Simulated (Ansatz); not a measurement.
Antifluorite alloy of Mg2Si and Mg2Sn (20 of 32 Si sites exchanged), 96 atoms

Ansatz, PAW, plane waves. PBEsol relaxation of volume and atoms (shape held) at the single k point (¼, ¼, ¼) without its symmetry partners; single points on the relaxed atoms at the Γ point alone, onto which points of the small cell's zone fold. Arrangement: quasirandom. No spin–orbit coupling unless named.

Relaxed structure:

```xyz
96
Lattice="13.1782 0.0000 0.0000 0.0000 13.1782 0.0000 0.0000 0.0000 13.1782" Properties=species:S:1:pos:R:3 pbc="T T T"
Mg    4.8767    1.7077    1.5464
Mg    4.9411    1.6489    8.2601
Mg    4.9319    8.2445    1.6568
Mg    4.9475    8.2374    8.2210
Mg   11.5478    1.5274    1.6364
Mg   11.5307    1.6486    8.3450
Mg   11.5827    8.1995    1.6807
Mg   11.5381    8.2487    8.2441
Mg    1.6333    4.9288    1.5126
Mg    1.6638    4.8051    8.2479
Mg    1.5232   11.5372    1.6345
Mg    1.7088   11.6005    8.3130
Mg    8.3131    4.9887    1.7039
Mg    8.1621    4.8451    8.2929
Mg    8.3156   11.5775    1.7059
Mg    8.2404   11.6662    8.2152
Mg    1.7065    1.7016    5.0283
Mg    1.6559    1.6624   11.5114
Mg    1.5770    8.3049    4.8730
Mg    1.5895    8.1483   11.6110
Mg    8.2317    1.5465    4.9640
Mg    8.2416    1.6541   11.4159
Mg    8.3150    8.1746    4.8946
Mg    8.2485    8.2447   11.5336
Mg    1.6342    1.6562    1.4960
Mg    1.7054    1.6781    8.2984
Mg    1.5085    8.2263    1.6342
Mg    1.6415    8.2433    8.2334
Mg    8.3016    1.5806    1.7053
Mg    8.1602    1.6111    8.2727
Mg    8.3118    8.1863    1.6947
Mg    8.2311    8.2307    8.2127
Mg    4.8735    4.8587    5.0221
Mg    4.9315    4.8034   11.5159
Mg    5.0238   11.6045    5.0049
Mg    4.8702   11.6162   11.4700
Mg   11.4824    4.9968    4.8650
Mg   11.6645    4.9133   11.5532
Mg   11.5252   11.5198    4.8283
Mg   11.5448   11.6564   11.5538
Mg    4.8468    4.8661    1.5673
Mg    4.9336    4.7869    8.2433
Mg    4.9482   11.5264    1.6335
Mg    4.9371   11.6699    8.2197
Mg   11.5427    5.0470    1.6270
Mg   11.5931    4.8518    8.2927
Mg   11.5682   11.5576    1.6786
Mg   11.4634   11.5887    8.3097
Mg    4.9396    1.6475    5.0866
Mg    4.8736    1.6890   11.4525
Mg    4.9367    8.2241    4.9375
Mg    4.9170    8.2450   11.5254
Mg   11.4646    1.5781    4.8741
Mg   11.5979    1.6099   11.4889
Mg   11.5226    8.2492    4.8139
Mg   11.5903    8.1537   11.6142
Mg    1.6915    4.8554    5.0098
Mg    1.6021    4.8563   11.5628
Mg    1.5694   11.4813    4.8620
Mg    1.6296   11.6638   11.5423
Mg    8.2868    4.9829    4.8786
Mg    8.1595    4.8387   11.4773
Mg    8.2455   11.6260    4.9460
Mg    8.3084   11.6078   11.4604
Si   13.1766    0.0205   13.1595
Si    0.0019    6.5544    0.0145
Si    6.5916    0.0425    6.6221
Si    3.2553    3.2723   13.1056
Si    3.3048    3.2460    6.6553
Si    3.2897    0.0625    9.8843
Si    9.9019   13.1526    3.2932
Si    9.8863    0.0513    9.8820
Si    9.9260    6.6055    3.2661
Si    0.0382    3.2511    9.9074
Si   13.1334    9.8861    3.2444
Si    6.5496    3.2270    9.8713
Sn   13.1669    0.0023    6.6092
Sn   13.1769    6.5660    6.5767
Sn    6.5987    0.0309   13.1413
Sn    6.5794    6.5562   13.1740
Sn    6.5858    6.5378    6.5867
Sn    3.2357    9.9044   13.1740
Sn    3.2903    9.9261    6.5768
Sn    9.9164    3.2664   13.1726
Sn    9.8729    3.2693    6.5926
Sn    9.9263    9.9001    0.0098
Sn    9.8897    9.9152    6.5642
Sn    3.2841    0.0304    3.2810
Sn    3.2452    6.5573    3.2826
Sn    3.2814    6.5267    9.8888
Sn    9.8962    6.5350    9.8988
Sn    0.0031    3.2834    3.2582
Sn    0.0031    9.9070    9.9388
Sn    6.5740    3.2669    3.3035
Sn    6.6294    9.8894    3.3141
Sn    6.5871    9.9422    9.8616
```

**Question.** What are the mean bond lengths by pair (pairs within 1.2 times the sum of covalent radii, less contacts 15 % beyond the pair's median; cation–cation pairs of compounds aside; long ionic contacts are cut short by that bound)?

**Answer.** Mg–Mg 3.252 ± 0.071 Å (standard deviation, 149 bonds); Mg–Si 2.785 ± 0.026 Å (standard deviation, 96 bonds); Mg–Sn 2.896 ± 0.017 Å (standard deviation, 160 bonds).

**Question.** What gap lies between the top filled and the lowest empty level in the single points?

**Answer.** HSE06 0.40 eV (54 s on NVIDIA GB200); r²SCAN 0.29 eV (5.9 s on NVIDIA GB200).
